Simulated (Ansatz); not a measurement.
Relax this structure to zero stress and force, keeping its symmetry:

```xyz
2
Lattice="3.3518 0.0000 0.0000 0.0000 3.3518 0.0000 0.0000 0.0000 3.3518" Properties=species:S:1:pos:R:3 pbc="T T T"
Sc    0.0000    0.0000    0.0000
Zn    1.6759    1.6759    1.6759
```

Computed with DFT PBEsol, scalar-relativistic, plane waves, PAW in Ansatz.

Settings: cutoff 420 eV, Γ-centred mesh 12×12×12 on the computed 2-atom cell, Gaussian smearing of 0.10 eV; no spin polarisation.

What does it relax to?

The volume falls by 0.83 Å³/atom to 17.99 Å³/atom, and the energy falls by 9.4 meV/atom. Final structure:
Space group Pm-3m (No. 221). a = 3.302 Å, b = 3.302 Å, c = 3.302 Å, α = 90.00°, β = 90.00°, γ = 90.00°
| atom | site | symmetry | x | y | z |
| --- | --- | --- | --- | --- | --- |
| Sc | 1a | m-3m | 0.0000 | 0.0000 | 0.0000 |
| Zn | 1b | m-3m | 0.5000 | 0.5000 | 0.5000 |

Course of the relaxation (steps run on the plane waves of an earlier cell, and the basis is chosen afresh near the end, so energy and pressure can step there; trial steps that raised the energy were taken back; energies are free energies):

```json
{"step": "1", "E − E_final (meV/atom)": "9.4", "P (GPa)": "-3.45", "V (Å³/atom)": "18.83"}
{"step": "2", "E − E_final (meV/atom)": "4.0", "P (GPa)": "2.68", "V (Å³/atom)": "17.46"}
{"step": "3", "E − E_final (meV/atom)": "-0.2", "P (GPa)": "-0.18", "V (Å³/atom)": "18.03"}
{"step": "4", "E − E_final (meV/atom)": "-0.2", "P (GPa)": "-0.01", "V (Å³/atom)": "17.99"}
{"step": "5", "E − E_final (meV/atom)": "0.0", "P (GPa)": "-0.01", "V (Å³/atom)": "17.99"}
```

Cost: 1 run of about 0.19 core-minutes, on Intel Xeon Platinum 8488C (Sapphire Rapids) (shared hosts).